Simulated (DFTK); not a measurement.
**HPbNO4: changing the strain (εxx = s, εyy = s)**

```
H Pb N O
1.0
     3.85404    0.14384    0.09012
    -0.25320    5.52698    0.16471
    -0.48197   -1.92720    5.72025
H Pb N O
1 1 1 4
Direct
  0.10913 0.65718 0.54463
  0.61029 0.52127 0.15100
  0.91580 0.96263 0.95867
  0.01384 0.13639 0.88084
  0.72398 0.01057 0.12858
  0.00389 0.73732 0.87043
  0.11927 0.59324 0.37651
```

The cell comes from a database or a generator and needn't be the stable form of this composition.

Kept alike: task single point; functional PBE; k mesh 4 × 3 × 3; occupations fermi-dirac, width 0.05 eV; no spin polarisation. Program: DFTK, PseudoDojo SR PBE 0.4.1 standard (PBE), cutoff 1143 eV. The mesh is that of the run's cell of 7 atoms. No spin-orbit coupling.

```csv
s,stress xy (GPa),free energy over the lowest row (meV/atom)
-0.04,0.28,35.38
-0.02,0.13,8.62
-0.01,0.07,2.21
0,0.01,0.00
0.01,-0.04,1.68
0.02,-0.09,6.96
```

Stress is positive in compression; the values hold the error of the finite cutoff, so their zero can differ a little from the energy's minimum. The cell shown is the unstrained one; x, y and z are its Cartesian axes; atoms keep their fractions. Shear stress takes the same sign, opposite to σ = Cε, so its slope is minus the stiffness.

The stress xy falls from 0.28 to -0.09 GPa between -0.04 and 0.02. A parabola through the five rows nearest s = 0 has a slope of -6 GPa per unit of s at s = 0, so the stiffness that links it to this strain is about 6 GPa; the fractions stay fixed. The free energy is lowest at 0, and 35.38 meV an atom higher at -0.04.
